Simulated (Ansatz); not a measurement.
A geometry of AlOs away from equilibrium: step 2 of the relaxation of a relaxed AlOs cell, doubled along one cell vector, shaken by Gaussian noise of σ = 0.08 Å a coordinate. All values below come from PBE (plane waves to 420 eV, PAW, scalar-relativistic; Ansatz, an electronic-structure program). Γ-centred k-mesh 6×3×12 on the run's cell (coarser than for final values), Fermi–Dirac smearing 0.05 eV. The plane waves were selected for a different cell earlier on the path.

```
AlOs
1.0
    6.76142    -0.00359     0.00357
   -6.76764    11.45809    -0.15801
    0.00138    -0.03453     2.61485
Al Os
6 6
Direct
  0.99267   0.29444   0.83103
  0.99191   0.78895   0.77945
  0.41551   0.21554   0.43019
  0.40320   0.70975   0.54998
  0.58856   0.99327   0.08522
  0.58222   0.49677   0.14024
  0.01448   0.11419   0.82266
  0.99661   0.60627   0.88829
  0.78611   0.39633   0.53169
  0.78300   0.89000   0.46709
  0.22901   0.99679   0.16386
  0.21904   0.49526   0.20524
```

Q: What forces act on the atoms (eV/Å)?

A: 
| atom | Fx | Fy | Fz |
|---|---|---|---|
| Al1 | 0.16 | -0.61 | -0.13 |
| Al2 | 0.04 | -0.06 | -0.32 |
| Al3 | -0.21 | -0.28 | -0.31 |
| Al4 | 0.08 | 0.02 | 0.19 |
| Al5 | 0.00 | 0.02 | -0.26 |
| Al6 | -0.06 | -0.21 | -0.07 |
| Os7 | 0.20 | -0.21 | 0.13 |
| Os8 | 0.33 | 1.17 | 0.87 |
| Os9 | -0.24 | -0.85 | -0.18 |
| Os10 | -0.09 | 0.04 | -0.30 |
| Os11 | -0.21 | 0.18 | 0.17 |
| Os12 | 0.01 | 0.80 | 0.22 |

The path ends in Pmc2₁ (No. 26). No spin polarisation in the result.

The end of the path is a generated cell of AlOs: the first start was made by a random draw of sites in a space group, and the end was not matched to a known phase here, so it may be hypothetical.
